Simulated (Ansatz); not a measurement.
HgPd, a database entry at a rescaled volume

```
CELL_PARAMETERS angstrom
4.24071 0.00000 0.00000
0.00000 4.24071 0.00000
0.00000 0.00000 3.67990
ATOMIC_POSITIONS crystal
Hg 0.00000 0.00000 0.00000
Pd 0.00000 0.50000 0.50000
Pd 0.50000 0.00000 0.50000
Hg 0.50000 0.50000 0.00000
```

Method: r2SCAN, no spin polarisation; PAW, plane waves to 500 eV, 8×8×9 Γ-centred mesh, fermi-dirac occupations (width 0.1482 eV) (Ansatz 0.2.0), atoms fixed.

Q: Are the atoms at rest?

A: The forces vanish by the symmetry of the sites.

Q: Which element gives electrons and which takes them?

A: Bader charges in e: Hg +0.10, Pd -0.10. In the mean Hg gives up most and Pd takes most.

Q: Is the cell too large or too small?

A: The pressure is 8.5 GPa (compression positive), so with the atoms held at these fractions the cell would first expand.

Q: What do density and ELF say about some of the short contacts?

A: Hg–Pd at 2.81 Å: least valence density 0.29 e/Å³ and ELF 0.19 there. Hg–Hg at 3.00 Å: least valence density 0.22 e/Å³ and ELF 0.17 there. Pd–Pd at 3.00 Å: least valence density 0.20 e/Å³ and ELF 0.18 there. Both are smooth PAW fields, read partly inside the augmentation spheres.

Q: What happens at the Fermi level?

A: It is a metal, with about 0.58 states/eV a cell as the mean within 0.25 eV of the Fermi level.

Origin: a database entry at a rescaled volume.
